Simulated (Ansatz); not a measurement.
Input, command and steps of an Ansatz relaxation.

```yaml
crystal:
  lattice:
    - [2.3012029989, 1.3286001709, 3.9944403552]
    - [-2.3012029989, 1.3286001709, 3.9944403552]
    - [0.0, -2.6572003417, 3.9944403552]
  atoms:
    - { symbol: Bi, position: [0.2355840028, 0.2355840028, 0.2355840028] }
    - { symbol: Bi, position: [0.7644159972, 0.7644159972, 0.7644159972] }
basis:
  ecutwfc: 420
kpoints:
  mp_grid: { grid: [12, 12, 12] }
hamiltonian:
  xc: pbe
  dispersion: d3bj
scf:
  occupations: { method: gaussian, width: 0.1 }
output:
  forces: true
  stress: true
  eigenvalues: true
relax:
  adjacent_minimum: "off"
  f_tol: 0.01
  max_steps: 30
  cell: { stress_tol: 0.1, fix: [volume] }
```

```bash
ansatz run input.yaml --threads 1 --pin off --max-ram 2560MiB --backend cpu --events-out ev --progress --plain --runs-dir out
```

All numbers below come from DFT PBE+D3(BJ), scalar-relativistic, plane waves, PAW in Ansatz 0.2.0.

The volume is held at 1.06 times that of the relaxed cell.

Of 6 frames 5 are shown, positions in Å and forces in eV/Å; the SCF threshold varies from step to step. Steps run on the plane waves of an earlier cell, with a Pulay correction in the pressure. The basis is chosen afresh for the last frame, the zero of the energies, and at times for earlier ones too; energy and pressure step there, also at an unchanged geometry. The mark taken_back stands on steps that the optimiser undid.

```xyz
2
Lattice="2.3012 1.3286 3.9944 -2.3012 1.3286 3.9944 0.0000 -2.6572 3.9944" Properties=species:S:1:pos:R:3:forces:R:3 pbc="T T T" step=1 free_energy_over_end_meV_per_atom=1.30 pressure_GPa=-2.20
Bi    0.0000    0.0000    2.8231    0.0000    0.0000   -0.1130
Bi    0.0000    0.0000    9.1602    0.0000    0.0000    0.1130
2
Lattice="2.2999 1.3279 3.9989 -2.2999 1.3279 3.9989 0.0000 -2.6557 3.9989" Properties=species:S:1:pos:R:3:forces:R:3 pbc="T T T" step=2 free_energy_over_end_meV_per_atom=0.36 pressure_GPa=-1.86
Bi    0.0000    0.0000    2.8075    0.0000    0.0000    0.0224
Bi    0.0000    0.0000    9.1893    0.0000    0.0000   -0.0224
2
Lattice="2.2954 1.3252 4.0147 -2.2954 1.3252 4.0147 0.0000 -2.6505 4.0147" Properties=species:S:1:pos:R:3:forces:R:3 pbc="T T T" step=3 free_energy_over_end_meV_per_atom=0.10 pressure_GPa=-1.86
Bi    0.0000    0.0000    2.8198    0.0000    0.0000    0.0027
Bi    0.0000    0.0000    9.2242    0.0000    0.0000   -0.0027
2
Lattice="2.2853 1.3194 4.0503 -2.2853 1.3194 4.0503 0.0000 -2.6388 4.0503" Properties=species:S:1:pos:R:3:forces:R:3 pbc="T T T" step=4 free_energy_over_end_meV_per_atom=0.25 pressure_GPa=-1.61 taken_back
Bi    0.0000    0.0000    2.8353    0.0000    0.0000    0.0557
Bi    0.0000    0.0000    9.3155    0.0000    0.0000   -0.0557
2
Lattice="2.2905 1.3224 4.0320 -2.2905 1.3224 4.0320 0.0000 -2.6448 4.0320" Properties=species:S:1:pos:R:3:forces:R:3 pbc="T T T" step=6 free_energy_over_end_meV_per_atom=0.00 pressure_GPa=-1.81
Bi    0.0000    0.0000    2.8310    0.0000    0.0000   -0.0008
Bi    0.0000    0.0000    9.2650    0.0000    0.0000    0.0008
```

Time: 45 s on 1 thread of Intel(R) Xeon(R) 6975P-C (Granite Rapids), with other jobs on the host, peak memory 0.58 GiB.

Spin–orbit coupling is left out, which can shift energies with elements as heavy as these.